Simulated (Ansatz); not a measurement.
A relaxation computed with Ansatz, from input to last step.

```yaml
crystal:
  lattice:
    - [4.17743, 0.0, 0.0]
    - [0.0, 4.17743, 0.0]
    - [0.0, 0.0, 9.122368]
  atoms:
    - { symbol: Sr, position: [0.0, 0.5, 0.8475] }
    - { symbol: Sr, position: [0.5, 0.0, 0.1525] }
    - { symbol: Mn, position: [0.5, 0.5, 0.5], spin: 4.56 }
    - { symbol: Mn, position: [0.0, 0.0, 0.5], spin: 4.56 }
    - { symbol: P, position: [0.0, 0.5, 0.33457] }
    - { symbol: P, position: [0.5, 0.0, 0.66543] }
    - { symbol: F, position: [0.5, 0.5, 0.0] }
    - { symbol: F, position: [0.0, 0.0, 0.0] }
basis:
  ecutwfc: 500
kpoints:
  mp_grid: { grid: [4, 4, 2] }
hamiltonian:
  xc: r2scan
scf:
  occupations: { method: gaussian, width: 0.1 }
  lower_state_search: "off"
output:
  forces: true
  stress: true
  eigenvalues: true
  populations: true
magnetization:
  spin_polarized: true
relax:
  adjacent_minimum: "off"
  f_tol: 0.04
  max_steps: 70
  cell: { stress_tol: 0.4 }
```

```bash
ansatz run input.yaml --threads 1 --pin off --max-ram 2560MiB --backend cpu --events-out ev --progress --plain --runs-dir out
```

The calculation used DFT r2SCAN, scalar-relativistic, plane waves, PAW (Ansatz).

Of 6 frames 6 are shown, positions in Å and forces in eV/Å; the SCF threshold varies from step to step. Steps run on the plane waves of an earlier cell, with a Pulay correction in the pressure. The basis is chosen afresh for the last frame, the zero of the energies, and at times for earlier ones too; energy and pressure can step there, also at an unchanged geometry. Where two frames share a geometry here, they differ by under 2 meV/atom and 0.3 GPa. The mark taken_back stands on steps that the optimiser undid.

```xyz
8
Lattice="4.1774 0.0000 0.0000 0.0000 4.1774 0.0000 0.0000 0.0000 9.1224" Properties=species:S:1:pos:R:3:forces:R:3 pbc="T T T" step=1 free_energy_over_end_meV_per_atom=16.15 pressure_GPa=-3.59
Sr    0.0000    2.0887    7.7312    0.0000    0.0000    0.1064
Sr    2.0887    0.0000    1.3912    0.0000    0.0000   -0.1064
Mn    2.0887    2.0887    4.5612    0.0000    0.0000    0.0000
Mn    0.0000    0.0000    4.5612    0.0000    0.0000    0.0000
P     0.0000    2.0887    3.0521    0.0000    0.0000    0.5848
P     2.0887    0.0000    6.0703    0.0000    0.0000   -0.5848
F     2.0887    2.0887    0.0000    0.0000    0.0000    0.0000
F     0.0000    0.0000    0.0000    0.0000    0.0000    0.0000
8
Lattice="4.0448 0.0000 0.0000 0.0000 4.0448 0.0000 0.0000 0.0000 8.7458" Properties=species:S:1:pos:R:3:forces:R:3 pbc="T T T" step=2 free_energy_over_end_meV_per_atom=20.18 pressure_GPa=2.66 taken_back
Sr    0.0000    2.0224    7.3237    0.0000    0.0000    0.6908
Sr    2.0224    0.0000    1.4220    0.0000    0.0000   -0.6908
Mn    2.0224    2.0224    4.3729    0.0000    0.0000    0.0000
Mn    0.0000    0.0000    4.3729    0.0000    0.0000    0.0000
P     0.0000    2.0224    2.8845    0.0000    0.0000    0.6891
P     2.0224    0.0000    5.8613    0.0000    0.0000   -0.6891
F     2.0224    2.0224    0.0000    0.0000    0.0000    0.0000
F     0.0000    0.0000    0.0000    0.0000    0.0000    0.0000
8
Lattice="4.0934 0.0000 0.0000 0.0000 4.0934 0.0000 0.0000 0.0000 9.0307" Properties=species:S:1:pos:R:3:forces:R:3 pbc="T T T" step=3 free_energy_over_end_meV_per_atom=1.61 pressure_GPa=-0.08
Sr    0.0000    2.0467    7.6627    0.0000    0.0000   -0.2540
Sr    2.0467    0.0000    1.3680    0.0000    0.0000    0.2540
Mn    2.0467    2.0467    4.5153    0.0000    0.0000    0.0000
Mn    0.0000    0.0000    4.5153    0.0000    0.0000    0.0000
P     0.0000    2.0467    3.0414    0.0000    0.0000    0.2266
P     2.0467    0.0000    5.9893    0.0000    0.0000   -0.2266
F     2.0467    2.0467    0.0000    0.0000    0.0000    0.0000
F     0.0000    0.0000    0.0000    0.0000    0.0000    0.0000
8
Lattice="4.0936 0.0000 0.0000 0.0000 4.0936 0.0000 0.0000 0.0000 8.9900" Properties=species:S:1:pos:R:3:forces:R:3 pbc="T T T" step=4 free_energy_over_end_meV_per_atom=-0.17 pressure_GPa=0.11
Sr    0.0000    2.0468    7.6013    0.0000    0.0000   -0.0252
Sr    2.0468    0.0000    1.3887    0.0000    0.0000    0.0252
Mn    2.0468    2.0468    4.4950    0.0000    0.0000    0.0000
Mn    0.0000    0.0000    4.4950    0.0000    0.0000    0.0000
P     0.0000    2.0468    3.0426    0.0000    0.0000    0.1150
P     2.0468    0.0000    5.9473    0.0000    0.0000   -0.1150
F     2.0468    2.0468    0.0000    0.0000    0.0000    0.0000
F     0.0000    0.0000    0.0000    0.0000    0.0000    0.0000
8
Lattice="4.1026 0.0000 0.0000 0.0000 4.1026 0.0000 0.0000 0.0000 8.9834" Properties=species:S:1:pos:R:3:forces:R:3 pbc="T T T" step=5 free_energy_over_end_meV_per_atom=-0.42 pressure_GPa=-0.03
Sr    0.0000    2.0513    7.5928    0.0000    0.0000   -0.0051
Sr    2.0513    0.0000    1.3906    0.0000    0.0000    0.0051
Mn    2.0513    2.0513    4.4917    0.0000    0.0000    0.0000
Mn    0.0000    0.0000    4.4917    0.0000    0.0000    0.0000
P     0.0000    2.0513    3.0571    0.0000    0.0000   -0.0114
P     2.0513    0.0000    5.9263    0.0000    0.0000    0.0114
F     2.0513    2.0513    0.0000    0.0000    0.0000    0.0000
F     0.0000    0.0000    0.0000    0.0000    0.0000    0.0000
8
Lattice="4.1026 0.0000 0.0000 0.0000 4.1026 0.0000 0.0000 0.0000 8.9834" Properties=species:S:1:pos:R:3:forces:R:3 pbc="T T T" step=6 free_energy_over_end_meV_per_atom=0.00 pressure_GPa=-0.02
Sr    0.0000    2.0513    7.5928    0.0000    0.0000   -0.0062
Sr    2.0513    0.0000    1.3906    0.0000    0.0000    0.0062
Mn    2.0513    2.0513    4.4917    0.0000    0.0000    0.0000
Mn    0.0000    0.0000    4.4917    0.0000    0.0000    0.0000
P     0.0000    2.0513    3.0571    0.0000    0.0000   -0.0112
P     2.0513    0.0000    5.9263    0.0000    0.0000    0.0112
F     2.0513    2.0513    0.0000    0.0000    0.0000    0.0000
F     0.0000    0.0000    0.0000    0.0000    0.0000    0.0000
```

Time: 3.8 min on 1 thread of AMD EPYC 7R43 64-Core Processor (Zen 3) (shared host), peak memory 0.93 GiB.

The state reached may not be the lowest one. The k mesh is coarse. Moments started parallel, and an antiferromagnetic order may lie lower.